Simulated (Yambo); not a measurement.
## Bethe-Salpeter results for NiS$_{2}$ monolayer

```
CELL_PARAMETERS angstrom
      5.26372     0.00000     0.00000
      0.00000     5.15213     0.00000
      0.00000     0.00000    14.10000
ATOMIC_POSITIONS crystal
  S  0.99646 0.99789 0.03996
  S  0.74793 0.49789 0.96004
  S  0.49642 0.73539 0.03994
  S  0.24796 0.23539 0.96006
  Ni 0.62219 0.11670 0.00008
  Ni 0.12219 0.61670 0.99992
```

The layer was cut from Materials Project entry mp-1180046 and relaxed with PBEsol in a cell 14.1 Å high, with the Coulomb interaction truncated along z.

BSE in Yambo on norm-conserving PBEsol (Quantum ESPRESSO, 98 Ry, no spin-orbit coupling) bands: 8×8×1 mesh, 16 valence and 8 conduction bands, static screening with 103 bands and a 3 Ry block, scissor 1.06 eV, Tamm-Dancoff, stochastic integration of W near q = 0; field along x.

```csv
state,energy (eV),states within 2 meV,relative strength,class,main transitions
1,1.37,1,< 0.01,dark,VB → CB (92 %)
2,1.48,1,1.00,strong,VB → CB (96 %)
3,1.50,1,< 0.01,dark,several band pairs
4,1.55,1,< 0.01,dark,VB → CB (81 %)
5,1.56,1,< 0.01,dark,VB → CB (96 %)
6,1.60,1,< 0.01,dark,several band pairs
7,1.66,1,< 0.01,dark,several band pairs
8,1.67,1,< 0.01,dark,VB → CB (96 %)
```

These are vertical excitations (zero momentum); the indirect quasiparticle gap, about 1.96 eV, is smaller than the direct one (2.32 eV on the GW mesh). The direct quasiparticle gap on this mesh is 2.32 eV; counted from there, state 1 is bound by 0.94 eV. Convergence with the mesh was not shown.

Spin singlets only. Strengths are relative to the strongest of the lowest states of this run; strong means a line over 3 % of the spectrum's maximum, dark under 0.03 %. Absolute energies carry the error of the G0W0 scissor, whose convergence isn't established.

The 3d shell has no Hubbard U; the runs are without spin polarisation, and magnetic order was not tried.

This is a model layer cut from the bulk structure; whether it is stable on its own was not checked.
